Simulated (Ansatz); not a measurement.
SrGaGeH:
```cif
data_HGaGeSr
_chemical_formula_sum 'Sr1 Ga1 Ge1 H1'
_space_group_name_H-M_alt 'P3m1'
_space_group_IT_number 156
_space_group_name_Hall 'P 3 -2"'
_cell_length_a 4.19852
_cell_length_b 4.19852
_cell_length_c 4.86017
_cell_angle_alpha 90.000
_cell_angle_beta 90.000
_cell_angle_gamma 120.000
loop_
_atom_site_label
_atom_site_type_symbol
_atom_site_symmetry_multiplicity
_atom_site_Wyckoff_symbol
_atom_site_fract_x
_atom_site_fract_y
_atom_site_fract_z
_atom_site_occupancy
Sr1 Sr 1 b 0.33333 0.66667 0.99845 1
Ga1 Ga 1 c 0.66667 0.33333 0.55582 1
Ge1 Ge 1 a 0.00000 0.00000 0.43646 1
H1 H 1 c 0.66667 0.33333 0.91489 1
```

Relaxed with PBEsol. The program Ansatz at the PBEsol level (PAW) gives a gap of 0.39 eV.

Question: What gap does HSE06 give on the same cell (Ansatz, PAW)?

Answer: 0.99 eV, 0.59 eV more. The hybrid was solved on a coarser mesh and at special points; the gap given is the minimum over both.

```json
[
 {"k": "Γ", "v1 PBEsol": "-0.78", "c1 PBEsol": "0.62", "v1 HSE06": "___", "c1 HSE06": "___"},
 {"k": "A", "v1 PBEsol": "0.00", "c1 PBEsol": "0.43", "v1 HSE06": "___", "c1 HSE06": "___"},
 {"k": "K", "v1 PBEsol": "-0.93", "c1 PBEsol": "0.72", "v1 HSE06": "-0.89", "c1 HSE06": "1.36"},
 {"k": "H", "v1 PBEsol": "-1.50", "c1 PBEsol": "2.33", "v1 HSE06": "___", "c1 HSE06": "___"},
 {"k": "M", "v1 PBEsol": "-0.90", "c1 PBEsol": "0.39", "v1 HSE06": "-0.85", "c1 HSE06": "0.99"},
 {"k": "L", "v1 PBEsol": "-1.86", "c1 PBEsol": "1.30", "v1 HSE06": "___", "c1 HSE06": "___"}
]
```

Question: Top valence (v1) and lowest conduction level (c1) in eV from each method's valence maximum (which need not be a listed point): supply the withheld HSE06 values.

Answer: 
- Γ, v1 HSE06: -0.66
- Γ, c1 HSE06: 1.36
- A, v1 HSE06: 0.00
- A, c1 HSE06: 1.34
- H, v1 HSE06: -1.59
- H, c1 HSE06: 3.10
- L, v1 HSE06: -1.94
- L, c1 HSE06: 1.99

Cost on shared cores: the PBEsol run (SCF on a 8×8×6 mesh, then bands and DOS) very roughly 50 core-seconds, the HSE06 run (SCF on 6×6×4, then a few points) roughly 4 core-minutes; the tasks are unlike.

The first step of the workflow began from a Materials Project structure, measured or hypothetical; the Crystallography Open Database files this formula in space group No. 156, but the cells were not matched. Whether it is the stable phase at ambient conditions was not checked. The cell was relaxed with PBEsol under the symmetry of its start; whether a distortion lowers the energy is not shown. Spin–orbit coupling is left out wherever it is not named.

Potentials: the later of the program's two PAW sets.
